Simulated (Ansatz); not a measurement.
HfB:
```yaml
crystal:
  lattice:
    - [0.00000, 2.41218, 2.41218]
    - [2.41218, 0.00000, 2.41218]
    - [2.41218, 2.41218, 0.00000]
  atoms:
    - { symbol: Hf, position: [0.50000, 0.50000, 0.50000] }
    - { symbol: B, position: [0.00000, 0.00000, 0.00000] }
```

Relaxed with r²SCAN. Special points in fractions of this cell's reciprocal vectors: Γ (0.000, 0.000, 0.000); X (0.500, 0.000, 0.500); U (0.625, 0.250, 0.625); K (0.375, 0.375, 0.750); L (0.500, 0.500, 0.500); W (0.500, 0.250, 0.750).

Task: List the band energies nearest the Fermi level at these points for r²SCAN in the plane-wave PAW code Ansatz.

Result: In eV from the Fermi level; about four levels below and three above (degenerate sets whole), none deeper than 8.9 eV; points with the same levels are listed once.

```
k                    below           above
-  -----------------------  --------------
Γ                        –  2.28 2.28 2.28
X        -6.93 -1.47 -0.75  2.02 2.02 5.56
U        -6.17 -2.17 -1.55  0.16 2.99 6.36
L  -4.95 -4.85 -1.26 -1.26  6.04 6.04 6.97
W  -6.02 -1.51 -1.51 -1.29  5.21 5.21 7.14
```

Space group Fm-3m (rock salt). The workflow started from an entry of the Crystallography Open Database (COD). Whether it is the stable phase at ambient conditions was not checked. Symmetry was held in the r²SCAN relaxation; of distortions, only those at the zone centre were tested. No spin polarisation was allowed. Scalar-relativistic: spin–orbit coupling is off unless named, which matters more the heavier the elements.

Potentials: the later of the program's two PAW sets.
